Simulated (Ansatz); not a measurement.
Ga:
```
Ga
1.0
    0.00000     2.93903     2.93903
    2.93903     0.00000     2.93903
    2.93903     2.93903     0.00000
Ga
2
Cartesian
  0.00000   0.00000   0.00000
  1.46952   1.46952   1.46952
```

Relaxed with PBE. Special points in fractions of this cell's reciprocal vectors: Γ (0.000, 0.000, 0.000); X (0.500, 0.000, 0.500); U (0.625, 0.250, 0.625); K (0.375, 0.375, 0.750); L (0.500, 0.500, 0.500); W (0.500, 0.250, 0.750).

### Question
List the band energies nearest the Fermi level at these points for the program Ansatz at the PBE level (PAW).

### Answer
In eV from the Fermi level; about four levels below and three above (degenerate sets whole), none deeper than 8.9 eV; points with the same levels are listed once.

| k | below | above |
|---|---|---|
| Γ | – | 2.74 2.74 2.74 |
| X | -5.48 -5.48 -0.47 -0.47 | 2.80 2.80 11.69 11.69 |
| U | -5.88 -4.93 -1.86 -0.01 | 3.23 6.12 9.33 |
| L | -7.16 -4.59 | 1.29 1.29 2.88 |
| W | -5.34 -5.34 -1.41 -1.41 | 6.51 6.51 6.60 6.60 |

Space group Fd-3m (diamond). The start of the workflow was typed in or built on a structure type; neither database checked (COD, Materials Project) lists it. It is not the phase usual at ambient conditions (space group No. 64). The cell was relaxed with PBE under the symmetry of its start; its stability against distortions is not shown here. The volume moved by -17 % from the start of the relaxation. Scalar-relativistic: spin–orbit coupling is off unless named, which matters more the heavier the elements.

Potentials: the later of the program's two PAW sets.
